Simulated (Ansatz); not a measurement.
AlWB (space group Cmcm)

```
AlWB
1.0
    1.59698    -6.95717     0.00000
    1.59698     6.95717     0.00000
    0.00000     0.00000     3.10063
Al B W
2 2 2
Direct
  0.69970   0.30030   0.25000
  0.30030   0.69970   0.75000
  0.53428   0.46572   0.25000
  0.46572   0.53428   0.75000
  0.08995   0.91005   0.75000
  0.91005   0.08995   0.25000
```

E(V) scan at fixed shape, V₀ the volume above. The atoms relax within the cell's symmetry.

All values below come from PBEsol (plane waves to 420 eV, PAW, scalar-relativistic; Ansatz, a program for electronic structure). k mesh 15×15×15 (Γ-centred), Fermi-Dirac smearing 0.05 eV. Energies are smeared free energies. Stress and pressure are positive under compression. With the shape held, the modulus is that of even scaling; a crystal free to change shape is softer. AlWB is run without spin polarisation. AlWB was relaxed with its symmetry unable to fall. Spin-orbit coupling is left out, though W is heavy. ΔE is measured from the relaxed starting cell. The last digit holds for this mesh only.

```json
[
 {"V (Å³/atom)": "10.794", "ΔE (meV/atom)": "34.4"},
 {"V (Å³/atom)": "10.909", "ΔE (meV/atom)": "23.5"},
 {"V (Å³/atom)": "11.024", "ΔE (meV/atom)": "14.7"},
 {"V (Å³/atom)": "11.139", "ΔE (meV/atom)": "8.1"},
 {"V (Å³/atom)": "11.254", "ΔE (meV/atom)": "3.6"},
 {"V (Å³/atom)": "11.368", "ΔE (meV/atom)": "0.9"},
 {"V (Å³/atom)": "11.483", "ΔE (meV/atom)": "0.0"},
 {"V (Å³/atom)": "11.598", "ΔE (meV/atom)": "0.8"},
 {"V (Å³/atom)": "11.713", "ΔE (meV/atom)": "3.3"},
 {"V (Å³/atom)": "11.828", "ΔE (meV/atom)": "7.3"},
 {"V (Å³/atom)": "11.942", "ΔE (meV/atom)": "withheld"},
 {"V (Å³/atom)": "12.057", "ΔE (meV/atom)": "19.6"},
 {"V (Å³/atom)": "12.172", "ΔE (meV/atom)": "27.7"}
]
```

Q: Fit a third-order Birch-Murnaghan form (E₀, V₀, B₀, B₀′ free) to the given rows and predict ΔE at V = 11.942.

A: Least squares on the 12 given rows: ΔE = E₀ + (9V₀B₀/16)·y²·[2 + (B₀′ − 4)y], y = (V₀/V)^(2/3) − 1, with V₀ = 11.484 Å³/atom, B₀ = 238.6 GPa (160.2 GPa = 1 eV/Å³; the term in eV is multiplied by 1000), B₀′ = 4.30, E₀ = 0.00 meV/atom; root-mean-square residual 0.03 meV/atom. At 11.942 the fit gives 12.7 meV/atom; the calculation gives 12.8 meV/atom, so the interpolation is off by -0.1 (-0.8 %). For the pressure the fit gives -8.6 GPa against the computed -8.6 GPa.

(Under strain, the slope of the energy per volume gives the stress and its curvature an elastic modulus.)
